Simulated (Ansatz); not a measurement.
Space group Pm-3m (No. 221). a = 4.150 Å, b = 4.150 Å, c = 4.150 Å, α = 90.00°, β = 90.00°, γ = 90.00°
```tsv
atom	site	symmetry	x	y	z
Y	1a	m-3m	0.0000	0.0000	0.0000
B	1b	m-3m	0.5000	0.5000	0.5000
Rh	3c	4/mm.m	0.0000	0.5000	0.5000
```

Equation of state of this YBRh$_{3}$ structure (not necessarily the ground state), with shape and atoms relaxed at each volume where symmetry leaves them free. It has no gap at any of these volumes. Computed with DFT PBEsol, scalar-relativistic, plane waves, PAW in Ansatz 0.2.0.

Settings: cutoff 420 eV, Γ-centred mesh 8×8×8 on the computed 5-atom cell, Gaussian smearing of 0.10 eV; no spin polarisation.

```json
{"V (Å³/atom)": "12.576", "E − E(largest V) (meV/atom)": "87.47", "P (GPa)": "34.43"}
{"V (Å³/atom)": "13.005", "E − E(largest V) (meV/atom)": "10.39", "P (GPa)": "23.54"}
{"V (Å³/atom)": "13.434", "E − E(largest V) (meV/atom)": "-39.88", "P (GPa)": "14.35"}
{"V (Å³/atom)": "13.862", "E − E(largest V) (meV/atom)": "-67.49", "P (GPa)": "6.57"}
{"V (Å³/atom)": "14.291", "E − E(largest V) (meV/atom)": "-75.91", "P (GPa)": "-0.02"}
{"V (Å³/atom)": "14.720", "E − E(largest V) (meV/atom)": "-68.10", "P (GPa)": "-5.59"}
{"V (Å³/atom)": "15.149", "E − E(largest V) (meV/atom)": "-46.54", "P (GPa)": "-10.32"}
{"V (Å³/atom)": "15.720", "E − E(largest V) (meV/atom)": "0.00", "P (GPa)": "-15.50"}
```

Task: Fit a third-order Birch–Murnaghan equation to E(V).

Result: V0 = 14.29 Å³/atom, B0 = 202 GPa, B0' = 4.5.

Cost: 8 runs of about 1 core-minutes in all, on Arm Neoverse V1 (shared hosts).